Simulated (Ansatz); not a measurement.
WS₂ in space group C2/m (No. 12; S on 4i, S on 4i, W on 4i), plane-wave PAW PBE+D3(BJ) (Ansatz code), all energies at zero smearing, with the estimated change up to a 700 eV cutoff added, with one set of potentials and settings (totals compare only within such a set). Cell of 6 atoms (4 S, 2 W): -24384.232 eV.

| element | reference phase | E (eV/atom) |
|---|---|---|
| S | Fddd, 32 atoms in the cell | -902.2562 |
| W | Im-3m, 1 atoms in the cell | -10385.5105 |

Formation energy per atom, worked out: (-24384.232 − 4×(-902.2562) − 2×(-10385.5105))/6 = -0.698 eV/atom (-67 kJ per mol of atoms), at 0 K, without zero-point energy or fitted corrections.

The start of the workflow was typed in or built on a structure type; neither database checked (COD, Materials Project) lists it. It is not the phase usual at ambient conditions (space group No. 194). The cell was relaxed with PBE+D3(BJ) under the symmetry of its start; its stability against distortions is not shown here. The workflow began spin-polarised and lost its moments. The references are the lowest solids computed at this level, not always the standard phases. Scalar-relativistic: spin–orbit coupling is off unless named, which matters more the heavier the elements.

Potentials: the later of the program's two PAW sets.
